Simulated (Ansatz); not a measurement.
The relaxed structure here is a generated cell of BePd: the first start was made by placing the elements on the sites of a structure type, and the end was not matched to a known phase here, so it may be hypothetical.

A relaxed cell of BePd (R-3m (No. 166)), relaxed on a k-mesh at least as fine as the one used below. Method: PBEsol (plane waves to 420 eV, PAW, scalar-relativistic; Ansatz, a first-principles code). Γ-centred k-mesh 14×14×14 on the run's cell (coarser than for final values), Fermi–Dirac smearing 0.05 eV.

```yaml
crystal:
  lattice:
    - [2.79778, 1.61530, 6.89327]
    - [0.00000, 1.61530, 6.89327]
    - [0.00000, -1.61530, 3.44663]
  atoms:
    - { symbol: Be, position: [0.00000, 0.00000, 0.00000] }
    - { symbol: Be, position: [0.50000, 0.00000, 0.00000] }
    - { symbol: Pd, position: [0.00000, 0.50000, 0.50000] }
    - { symbol: Pd, position: [0.50000, 0.50000, 0.50000] }
```

The atoms are displaced along an unstable phonon of this cell by (Å):

| atom | ux | uy | uz |
|---|---|---|---|
| Be1 | 0.000 | -0.149 | 0.018 |
| Be2 | 0.000 | 0.149 | -0.018 |
| Pd3 | 0.000 | -0.007 | -0.065 |
| Pd4 | 0.000 | 0.007 | 0.065 |

Q: What forces (eV/Å) and pressure result?

A: 
```json
[
 {"atom": "Be1", "Fx": "0.00", "Fy": "-0.03", "Fz": "0.01"},
 {"atom": "Be2", "Fx": "0.00", "Fy": "0.03", "Fz": "-0.01"},
 {"atom": "Pd3", "Fx": "0.00", "Fy": "-0.05", "Fz": "-0.51"},
 {"atom": "Pd4", "Fx": "0.00", "Fy": "0.05", "Fz": "0.51"}
]
```

Pressure -0.6 GPa.

The undisplaced cell is probably no minimum: from this displacement the run went on to Cmcm (No. 63), 0.22 eV/atom below it.

No spin polarisation in the result.
